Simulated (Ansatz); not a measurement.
Ba2CaTeO6:
```cif
data_Ba8Ca4O24Te4
_chemical_formula_sum 'Ba8 Ca4 Te4 O24'
_space_group_name_H-M_alt 'Fm-3m'
_space_group_IT_number 225
_space_group_name_Hall '-F 4 2 3'
_cell_length_a 8.40946
_cell_length_b 8.40946
_cell_length_c 8.40946
_cell_angle_alpha 90.000
_cell_angle_beta 90.000
_cell_angle_gamma 90.000
loop_
_atom_site_label
_atom_site_type_symbol
_atom_site_symmetry_multiplicity
_atom_site_Wyckoff_symbol
_atom_site_fract_x
_atom_site_fract_y
_atom_site_fract_z
_atom_site_occupancy
Ba1 Ba 8 c 0.25000 0.25000 0.25000 1
Ca1 Ca 4 a 0.00000 0.00000 0.00000 1
Te1 Te 4 b 0.50000 0.50000 0.50000 1
O1 O 24 e 0.00000 0.00000 0.27050 1
```
(The calculation used a cell of 10 atoms; values per cell refer to that cell.)

Relaxed with r²SCAN. r²SCAN (plane waves, PAW; program Ansatz) gives a gap of 4.17 eV.

Task: What gap does HSE06 give on the same cell (Ansatz, PAW)?

Result: 5.22 eV, 1.05 eV more. The hybrid was solved on a coarser mesh and at special points; its gap is the smallest among all of these.

| k | v1 r²SCAN | c1 r²SCAN | v1 HSE06 | c1 HSE06 |
|---|---|---|---|---|
| Γ | 0.00 | 4.17 | 0.00 | 5.22 |
| X | -0.04 | 4.68 | ___ | ___ |
| L | -0.31 | 5.47 | ___ | ___ |
| W | -0.36 | 4.99 | ___ | ___ |
| K | -0.18 | 4.95 | ___ | ___ |

Task: Top valence (v1) and lowest conduction level (c1) in eV from each method's valence maximum (which need not be a listed point): supply the withheld HSE06 values.

Result: 
- K, v1 HSE06: -0.19
- K, c1 HSE06: 6.15
- X, v1 HSE06: -0.05
- X, c1 HSE06: 5.87
- L, v1 HSE06: -0.32
- L, c1 HSE06: 6.68
- W, v1 HSE06: -0.38
- W, c1 HSE06: 6.19

Cost on shared cores: the r²SCAN run (SCF on a 6×6×6 mesh, then bands and DOS) very roughly 3.0 core-minutes, the HSE06 run (SCF on 4×4×4, then a few points) around 12 core-minutes (rough); the tasks are unlike.

The first step of the workflow began from a Materials Project structure, measured or hypothetical; the Crystallography Open Database files this formula in space group No. 225, but the cells were not matched. Its standing as an ambient phase is unchecked. The r²SCAN relaxation kept the symmetry of its start; its stability against distortions is not shown here. Spin–orbit coupling is left out wherever it is not named.

Potentials: the later of the program's two PAW sets.
